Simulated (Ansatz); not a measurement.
Here is the system:

Al2Cu:
```cif
data_Al4Cu2
_chemical_formula_sum 'Cu2 Al4'
_space_group_name_H-M_alt 'P 1'
_space_group_IT_number 1
_cell_length_a 4.92730
_cell_length_b 4.92730
_cell_length_c 4.92730
_cell_angle_alpha 104.235
_cell_angle_beta 104.235
_cell_angle_gamma 120.543
loop_
_space_group_symop_operation_xyz
  'x, y, z'
loop_
_atom_site_label
_atom_site_type_symbol
_atom_site_fract_x
_atom_site_fract_y
_atom_site_fract_z
_atom_site_occupancy
Cu1 Cu 0.25000 0.25000 0.00000 1
Cu2 Cu 0.75000 0.75000 0.00000 1
Al1 Al 0.84137 0.65863 0.50000 1
Al2 Al 0.15863 0.34137 0.50000 1
Al3 Al 0.65863 0.15863 0.81726 1
Al4 Al 0.34137 0.84137 0.18274 1
```

This is the PBE-relaxed structure.

Task: All from DFT-PBE in the program Ansatz with PAW potentials, unless another level is named. Estimate the density of states at the Fermi level.

Result: 0.34 states/eV per atom (mean over ±0.08 eV).

Task: Give the formation energy from the elements (no fitted shifts).

Result: -0.16 eV/atom.

Space group I4/mcm. The cell was relaxed with PBE under the symmetry of its start. The run is not spin-polarised. The references are the lowest solids computed at this level, not always the standard phases.

Potentials: the earlier of the program's two PAW sets.
